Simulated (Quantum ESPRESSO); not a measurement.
## AlZn2O3F (a curve over strain)

A calculation, not a measurement. The program is pw.x of Quantum ESPRESSO 7.5 (plane-wave density functional theory). The cell is made up: 7 atoms on a zincblende/diamond lattice with one site empty, with randomly drawn elements, strain and displacements, not relaxed. PseudoDojo standard norm-conserving files (v0.5 for PBE, v0.4.1 for LDA and PBEsol) set the functional; there is no spin polarisation, spin-orbit coupling or dispersion term, and the masses in the input are unused placeholders.

Seven runs add a strain to one cell (along z); the atoms follow the cell and are not relaxed. Stress in the table is positive in tension.

Input of the run at -0.0099:

```
&control calculation='scf', pseudo_dir='./dojo.nc.sr.pbe.v0_5.standard.upf', outdir='./o', disk_io='medium', tprnfor=.true., tstress=.true. /
&system ibrav=0, nat=7, ntyp=4, nbnd=40, ecutwfc=84.00895049, nosym=.true., tot_charge=0,
 occupations='smearing', smearing='fd', degauss=0.0018374661
/
&electrons conv_thr=7.350e-09, electron_maxstep=60, /
ATOMIC_SPECIES
Al 1.0 Al.upf
F 1.0 F.upf
O 1.0 O.upf
Zn 1.0 Zn.upf
CELL_PARAMETERS angstrom
4.5259 0.0 0.0
0.0 4.5259 0.0
0.0 0.0 4.4811
ATOMIC_POSITIONS angstrom
Al -0.1353 -0.0313 -0.1518
Zn 2.2876 0.0699 2.2924
Zn 2.3632 2.2736 -0.0985
O 1.2565 1.1189 1.2254
F 1.1316 3.3229 3.4674
O 3.3677 1.1856 3.477
O 3.5127 3.3257 1.0418
K_POINTS automatic
4 4 4 1 1 1
```

| added strain | free energy less that of the input shown (eV) | stress xx (GPa) | stress yy (GPa) | stress zz (GPa) | stress xy (GPa) | pressure (GPa) | next band up at Gamma (eV) | iterations |
| --- | --- | --- | --- | --- | --- | --- | --- | --- |
| -0.0210 | -0.0120 | -4.37 | -1.19 | 1.22 | 8.35 | 1.45 | 0.944 | 12 |
| -0.0175 | -0.0092 | -3.99 | -0.83 | 1.66 | 8.23 | 1.05 | 0.930 | 12 |
| -0.0099 | 0.0000 | -3.19 | -0.07 | 2.62 | 7.97 | 0.21 | 0.897 | 12 |
| +0.0121 | 0.0505 | -1.08 | 1.91 | 5.31 | 7.24 | -2.05 | 0.803 | 12 |
| +0.0177 | 0.0688 | -0.59 | 2.37 | 5.97 | 7.07 | -2.59 | 0.779 | 12 |
| +0.0200 | 0.0769 | -0.39 | 2.56 | 6.25 | 6.99 | -2.80 | 0.769 | 12 |

Question: one run is left out of the table, at -0.0155. Estimate its stress zz (GPa).

Answer: 1.92. The whole row:

| added strain | free energy less that of the input shown (eV) | stress xx (GPa) | stress yy (GPa) | stress zz (GPa) | stress xy (GPa) | pressure (GPa) | next band up at Gamma (eV) | iterations |
| --- | --- | --- | --- | --- | --- | --- | --- | --- |
| -0.0155 | -0.0069 | -3.78 | -0.63 | 1.92 | 8.16 | 0.83 | 0.921 | 12 |

A cubic fit gives a slope of stress zz against the added strain of 123 GPa at zero added strain, with the atoms clamped. Across the table the free energy follows the integral of the stress to within 0.5 meV. A rerun of one of the cells at 1437 eV and a 6 x 6 x 6 mesh moved values by no more than 0.002 eV in energy, 0.03 GPa in stress and 0.003 eV/Å in force. The band column is the level of band 35 at Gamma less that of band 34, whose number is half the electron count, rounded up; it comes from a band step after each run.